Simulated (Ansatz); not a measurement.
Data:

Ti4H3NS8:
```yaml
crystal:
  lattice:
    - [6.83264, 0.00000, 0.00000]
    - [-3.41632, 5.91724, 0.00000]
    - [0.00000, 0.00000, 8.63785]
  atoms:
    - { symbol: S, position: [0.33364, 0.16682, 0.02657] }
    - { symbol: S, position: [0.33333, 0.66667, 0.02530] }
    - { symbol: S, position: [0.83318, 0.16682, 0.02657] }
    - { symbol: S, position: [0.83318, 0.66636, 0.02657] }
    - { symbol: Ti, position: [0.00000, 0.00000, 0.18900] }
    - { symbol: Ti, position: [0.00117, 0.50058, 0.18975] }
    - { symbol: Ti, position: [0.49942, 0.99883, 0.18975] }
    - { symbol: Ti, position: [0.49942, 0.50058, 0.18975] }
    - { symbol: S, position: [0.16661, 0.33323, 0.35078] }
    - { symbol: S, position: [0.16661, 0.83339, 0.35078] }
    - { symbol: S, position: [0.66667, 0.33333, 0.35163] }
    - { symbol: S, position: [0.66677, 0.83339, 0.35078] }
    - { symbol: N, position: [0.00000, 0.00000, 0.66761] }
    - { symbol: H, position: [0.15831, 0.07916, 0.71234] }
    - { symbol: H, position: [0.92084, 0.07916, 0.71234] }
    - { symbol: H, position: [0.92084, 0.84169, 0.71234] }
```

This is the r²SCAN+D4-relaxed structure. x, y and z are the axes in which the lattice vectors are written.

Problem. All from the program Ansatz at the r²SCAN+D4 level (PAW), unless another level is named. Estimate the electron effective mass, band 1 of 3 at the edge.

Solution. 0.81 along x, 19 along z (mₑ).

Problem. What about the formation energy from the elements (no fitted shifts)?

Solution. -1.18 eV/atom.

Problem. Give the hole effective mass, band 1 of 2 at the edge.

Solution. 0.20 along x (mₑ).

Space group P3m1. The cell is a constructed one: a structure type filled with these elements; neither database checked (COD, Materials Project) lists it. Whether it is the stable phase at ambient conditions was not checked. The cell was relaxed with r²SCAN+D4 under the symmetry of its start; its stability against distortions is not shown here. No spin polarisation was allowed. The references are the lowest solids computed at this level, not always the standard phases (solids in place of the gases).

Potentials: the later of the program's two PAW sets.

Edges and masses are those of Kohn–Sham bands, whose gap is no quasiparticle gap.
